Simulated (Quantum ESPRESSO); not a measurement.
# Ti3Al2RuZrPd: finding a planted mistake in a log

A calculation, not a measurement. The program is pw.x of Quantum ESPRESSO 7.5 (plane-wave density functional theory). The cell is made up: eight metal atoms on a hexagonal close-packed lattice, with elements, volume, strain and displacements drawn at random and not relaxed, so it may be unstable or far from any real phase. PseudoDojo standard norm-conserving files set the functional (PBE unless stated); there is no spin polarisation or spin-orbit coupling, the Fermi-Dirac width of 0.25 eV means electrons at about 2900 K, and the masses in the input are unused placeholders. A spin test at this wide smearing found no moment, but such smearing suppresses magnetism that the real alloy may have.

Intended input:

```
&control calculation='scf', pseudo_dir='./dojo.nc.sr.pbe.v0_5.standard.upf', outdir='./o', disk_io='minimal', tprnfor=.true., tstress=.true. /
&system ibrav=0, nat=8, ntyp=5, nbnd=60, ecutwfc=84.00895049, nosym=.true., tot_charge=0,
 occupations='smearing', smearing='fd', degauss=0.0183746611
/
&electrons conv_thr=1.470e-08, electron_maxstep=70, mixing_beta=0.5 /
ATOMIC_SPECIES
Al 1.0 Al.upf
Pd 1.0 Pd.upf
Ru 1.0 Ru.upf
Ti 1.0 Ti.upf
Zr 1.0 Zr.upf
CELL_PARAMETERS angstrom
-2.9566 0.0517 0.0063
-0.0895 5.0991 0.07
1.5442 -2.7104 -9.8382
ATOMIC_POSITIONS angstrom
Ti -0.0169 -0.1218 -0.0447
Al -0.0017 1.6935 -2.3509
Ru -0.0903 0.0812 -4.9017
Ti -0.002 1.4915 -7.2829
Zr -1.5969 2.6181 0.1198
Al -1.6571 4.2628 -2.3167
Pd -1.3653 2.4514 -4.9023
Ti -1.4023 -0.8271 -7.3329
K_POINTS automatic
8 5 3 1 1 1
```

The log is shortened where brackets say so; the opening notice, blank lines, dates and the lines on written files are dropped, and the path of the files is cut. It prints rydbergs, bohrs and kilobars, and counts compression as positive stress. Its total energy is the free energy E - TS of the whole cell.

Log of the intended run:

```
     Program PWSCF v.7.5
     Parallel version (MPI & OpenMP), running on       4 processor cores
     Number of MPI processes:                 4
     Threads/MPI process:                     1
     [start-up lines left out]
     bravais-lattice index     =            0
     lattice parameter (alat)  =       5.5880  a.u.
     unit-cell volume          =     996.5382 (a.u.)^3
     number of atoms/cell      =            8
     number of atomic types    =            5
     number of electrons       =        88.00
     number of Kohn-Sham states=           60
     kinetic-energy cutoff     =      84.0090  Ry
     charge density cutoff     =     336.0358  Ry
     scf convergence threshold =      1.5E-08
     mixing beta               =       0.5000
     number of iterations used =            8  plain     mixing
     Exchange-correlation= PBE
                           (   1   4   3   4   0   0   0)
     [axes and pseudopotential details left out]
   Cartesian axes
     site n.     atom                  positions (alat units)
         1        Ti     tau(   1) = (  -0.0057151  -0.0411896  -0.0151164  )
         2        Al     tau(   2) = (  -0.0005749   0.5726975  -0.7950130  )
         3        Ru     tau(   3) = (  -0.0305371   0.0274597  -1.6576269  )
         4        Ti     tau(   4) = (  -0.0006763   0.5043863  -2.4628865  )
         5        Zr     tau(   5) = (  -0.5400299   0.8853730   0.0405132  )
         6        Al     tau(   6) = (  -0.5603879   1.4415676  -0.7834474  )
         7        Pd     tau(   7) = (  -0.4617088   0.8289994  -1.6578298  )
         8        Ti     tau(   8) = (  -0.4742212  -0.2797036  -2.4797952  )
     number of k points=    60  Fermi-Dirac smearing, width (Ry)=  0.0184
                       cart. coord. in units 2pi/alat
        k(    1) = (  -0.0616578   0.0579493  -0.0757375), wk =   0.0333333
        k(    2) = (  -0.0612772   0.0551939   0.1254607), wk =   0.0333333
     [further k points left out]
     Dense  grid:   103629 G-vectors     FFT dimensions: (  36,  60, 120)
     Estimated max dynamical RAM per process >     347.43 MB
     Estimated total dynamical RAM >       1.28 GB
     Initial potential from superposition of free atoms
     starting charge      87.9870, renormalised to      88.0000
     Starting wfcs are   67 randomized atomic wfcs
     total cpu time spent up to now is        5.7 secs
     per-process dynamical memory:   282.9 Mb
     Self-consistent Calculation
     iteration #  1     ecut=    84.01 Ry     beta= 0.50
     Davidson diagonalization with overlap
     ethr =  1.00E-02,  avg # of iterations =  2.3
     total cpu time spent up to now is       17.3 secs
     total energy              =    -899.71762828 Ry
     estimated scf accuracy    <      56.81162356 Ry
     iteration #  2     ecut=    84.01 Ry     beta= 0.50
     Davidson diagonalization with overlap
     ethr =  1.00E-02,  avg # of iterations =  8.9
     total cpu time spent up to now is       42.3 secs
     total energy              =    -893.69873439 Ry
     estimated scf accuracy    <     800.69836055 Ry
     [iterations 3 to 24 left out]
     iteration # 25     ecut=    84.01 Ry     beta= 0.50
     Davidson diagonalization with overlap
     ethr =  3.07E-11,  avg # of iterations =  2.0
     total cpu time spent up to now is      298.2 secs
     total energy              =    -939.85001364 Ry
     estimated scf accuracy    <       0.00000011 Ry
     iteration # 26     ecut=    84.01 Ry     beta= 0.50
     Davidson diagonalization with overlap
     ethr =  3.07E-11,  avg # of iterations =  1.0
     total cpu time spent up to now is      307.1 secs
     End of self-consistent calculation
     [lines on levels left out]
!    total energy              =    -939.85001365 Ry
     estimated scf accuracy    <          3.3E-10 Ry
     smearing contrib. (-TS)   =      -0.13920127 Ry
     internal energy E=F+TS    =    -939.71081237 Ry
     The total energy is F=E-TS. E is the sum of the following terms:
     one-electron contribution =    -563.27493858 Ry
     hartree contribution      =     313.93983065 Ry
     xc contribution           =    -152.85753538 Ry
     ewald contribution        =    -537.51816906 Ry
     convergence has been achieved in  26 iterations
     Forces acting on atoms (cartesian axes, Ry/au):
     atom    1 type  4   force =    -0.00138295    0.03480071    0.01211513
     atom    2 type  1   force =    -0.00884405   -0.01118483   -0.04356859
     atom    3 type  3   force =     0.01028727   -0.01972441   -0.00583738
     atom    4 type  4   force =     0.00598899    0.02778642    0.04592884
     atom    5 type  5   force =     0.01382570   -0.03490072   -0.03175748
     atom    6 type  1   force =     0.00682130    0.01244838   -0.05190467
     atom    7 type  2   force =    -0.01386239    0.01885242    0.00618396
     atom    8 type  4   force =    -0.01283386   -0.02807796    0.06884017
     Total force =     0.136011     Total SCF correction =     0.000094
     Computing stress (Cartesian axis) and pressure
          total   stress  (Ry/bohr**3)                   (kbar)     P=      -69.26
  -0.00030485   0.00007457  -0.00001723          -44.84       10.97       -2.53
   0.00007457  -0.00017469   0.00001044           10.97      -25.70        1.54
  -0.00001723   0.00001044  -0.00093287           -2.53        1.54     -137.23
     init_run     :      5.31s CPU      5.53s WALL (       1 calls)
     electrons    :    300.32s CPU    301.43s WALL (       1 calls)
     forces       :      1.72s CPU      1.74s WALL (       1 calls)
     stress       :      5.82s CPU      5.82s WALL (       1 calls)
     [timing details left out]
     PWSCF        :   5m13.33s CPU   5m14.71s WALL
     JOB DONE.
```

A second run was made from an input with one planted mistake. Its log:

```
     Program PWSCF v.7.5
     Parallel version (MPI & OpenMP), running on       4 processor cores
     Number of MPI processes:                 4
     Threads/MPI process:                     1
     [start-up lines left out]
     bravais-lattice index     =            0
     lattice parameter (alat)  =       5.5880  a.u.
     unit-cell volume          =     996.5382 (a.u.)^3
     number of atoms/cell      =            8
     number of atomic types    =            6
     number of electrons       =        89.00
     number of Kohn-Sham states=           61
     kinetic-energy cutoff     =      84.0090  Ry
     charge density cutoff     =     336.0358  Ry
     scf convergence threshold =      1.5E-08
     mixing beta               =       0.5000
     number of iterations used =            8  plain     mixing
     Exchange-correlation= PBE
                           (   1   4   3   4   0   0   0)
     [axes and pseudopotential details left out]
   Cartesian axes
     site n.     atom                  positions (alat units)
         1        In     tau(   1) = (  -0.0057151  -0.0411896  -0.0151164  )
         2        Al     tau(   2) = (  -0.0005749   0.5726975  -0.7950130  )
         3        Ru     tau(   3) = (  -0.0305371   0.0274597  -1.6576269  )
         4        Ti     tau(   4) = (  -0.0006763   0.5043863  -2.4628865  )
         5        Zr     tau(   5) = (  -0.5400299   0.8853730   0.0405132  )
         6        Al     tau(   6) = (  -0.5603879   1.4415676  -0.7834474  )
         7        Pd     tau(   7) = (  -0.4617088   0.8289994  -1.6578298  )
         8        Ti     tau(   8) = (  -0.4742212  -0.2797036  -2.4797952  )
     number of k points=    60  Fermi-Dirac smearing, width (Ry)=  0.0184
                       cart. coord. in units 2pi/alat
        k(    1) = (  -0.0616578   0.0579493  -0.0757375), wk =   0.0333333
        k(    2) = (  -0.0612772   0.0551939   0.1254607), wk =   0.0333333
     [further k points left out]
     Dense  grid:   103629 G-vectors     FFT dimensions: (  36,  60, 120)
     Estimated max dynamical RAM per process >     356.04 MB
     Estimated total dynamical RAM >       1.32 GB
     Initial potential from superposition of free atoms
     starting charge      88.9847, renormalised to      89.0000
     Starting wfcs are   66 randomized atomic wfcs
     total cpu time spent up to now is        5.8 secs
     per-process dynamical memory:   288.6 Mb
     Self-consistent Calculation
     iteration #  1     ecut=    84.01 Ry     beta= 0.50
     Davidson diagonalization with overlap
     ethr =  1.00E-02,  avg # of iterations =  4.3
     total cpu time spent up to now is       19.1 secs
     total energy              =    -925.47820941 Ry
     estimated scf accuracy    <      40.88966592 Ry
     iteration #  2     ecut=    84.01 Ry     beta= 0.50
     Davidson diagonalization with overlap
     ethr =  1.00E-02,  avg # of iterations =  7.9
     total cpu time spent up to now is       42.7 secs
     total energy              =    -900.59630318 Ry
     estimated scf accuracy    <     798.43347307 Ry
     [iterations 3 to 20 left out]
     iteration # 21     ecut=    84.01 Ry     beta= 0.50
     Davidson diagonalization with overlap
     ethr =  1.56E-10,  avg # of iterations =  2.5
     total cpu time spent up to now is      261.3 secs
     total energy              =    -954.01559191 Ry
     estimated scf accuracy    <       0.00000002 Ry
     iteration # 22     ecut=    84.01 Ry     beta= 0.50
     Davidson diagonalization with overlap
     ethr =  2.21E-11,  avg # of iterations =  2.8
     total cpu time spent up to now is      272.0 secs
     End of self-consistent calculation
     [lines on levels left out]
!    total energy              =    -954.01559191 Ry
     estimated scf accuracy    <          1.9E-09 Ry
     smearing contrib. (-TS)   =      -0.11780750 Ry
     internal energy E=F+TS    =    -953.89778441 Ry
     The total energy is F=E-TS. E is the sum of the following terms:
     one-electron contribution =    -533.12031639 Ry
     hartree contribution      =     308.71672590 Ry
     xc contribution           =    -175.70440814 Ry
     ewald contribution        =    -553.78978579 Ry
     convergence has been achieved in  22 iterations
     Forces acting on atoms (cartesian axes, Ry/au):
     atom    1 type  2   force =    -0.00162576    0.08196931    0.03251635
     atom    2 type  1   force =    -0.00729482   -0.00507838   -0.05069367
     atom    3 type  4   force =     0.01099640   -0.01856205   -0.00135338
     atom    4 type  5   force =     0.00488613    0.02055982    0.05057886
     atom    5 type  6   force =     0.01441217   -0.07927092   -0.02867506
     atom    6 type  1   force =     0.00538218    0.00406561   -0.08068572
     atom    7 type  3   force =    -0.01330117    0.01783411    0.00190766
     atom    8 type  5   force =    -0.01345513   -0.02151750    0.07640495
     Total force =     0.186413     Total SCF correction =     0.000209
     Computing stress (Cartesian axis) and pressure
          total   stress  (Ry/bohr**3)                   (kbar)     P=      -30.79
  -0.00003648   0.00009655  -0.00002081           -5.37       14.20       -3.06
   0.00009655   0.00013614  -0.00000557           14.20       20.03       -0.82
  -0.00002081  -0.00000557  -0.00072753           -3.06       -0.82     -107.02
     init_run     :      5.49s CPU      5.73s WALL (       1 calls)
     electrons    :    265.14s CPU    266.22s WALL (       1 calls)
     forces       :      1.75s CPU      1.77s WALL (       1 calls)
     stress       :      5.85s CPU      5.85s WALL (       1 calls)
     [timing details left out]
     PWSCF        :   4m38.39s CPU   4m39.74s WALL
     JOB DONE.
```

Question: the log repeats what the program read. Compare it with the intended run: what was wrong in the second input?

Answer: one atom is of a wrong element. The input lines that differ:

```
- &system ibrav=0, nat=8, ntyp=5, nbnd=60, ecutwfc=84.00895049, nosym=.true., tot_charge=0,
+ &system ibrav=0, nat=8, ntyp=6, nbnd=61, ecutwfc=84.00895049, nosym=.true., tot_charge=0,
+ In 1.0 In.upf
- Ti -0.0169 -0.1218 -0.0447
+ In -0.0169 -0.1218 -0.0447
```

|  | intended run | run with the mistake |
| --- | --- | --- |
| free energy (eV) | -12787.311 | -12980.043 |
| entropy term -TS, part of it (eV) | -1.894 | -1.603 |
| pressure (GPa) | -6.93 | -3.08 |
| size of the largest force component (eV/Å) | 1.770 | 2.108 |
| largest change of a force component (eV/Å) |  | 1.213 |
| iterations | 26 | 22 |

For scale, a rerun of the intended cell at a higher cutoff and on a denser mesh moved values by no more than 0.006 eV in energy, 0.04 GPa in stress and 0.006 eV/Å in force, and a second program with other atomic files agreed on that cell to 2 % rms in force and 0.5 GPa in pressure. Files of another functional or element have another zero of energy, so the energy change says nothing on stability. The number of bands, nbnd, was set by rule from the electron count, so it follows the mistake.